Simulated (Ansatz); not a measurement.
## Y (omega (AlB2-type)): energy against volume

All numbers below come from DFT, BLYP, plane waves (420 eV) with PAW, scalar-relativistic in Ansatz. The PAW files were generated under PBE, with cores re-solved for the functional.

The cell is scaled uniformly from the relaxed one, with fractional coordinates and shape fixed. Energies are extrapolated to zero smearing, pressures are those at the given smearing. Magnetic state: spin not included.

A Birch-Murnaghan fit gives V₀ = 33.29 Å³/atom, B₀ = 38 GPa, B₀′ = 3.3.

Task: What are the energy above the minimum and the pressure at 30.743 Å³/atom?

Result: 26.1 meV/atom and 3.63 GPa as computed.

Task: What are the energy above the minimum and the pressure at 32.080 Å³/atom?

Result: 5.6 meV/atom and 1.67 GPa as computed.

Task: What are the energy above the minimum and the pressure at 37.426 Å³/atom?

Result: 51.5 meV/atom and -3.52 GPa as computed.
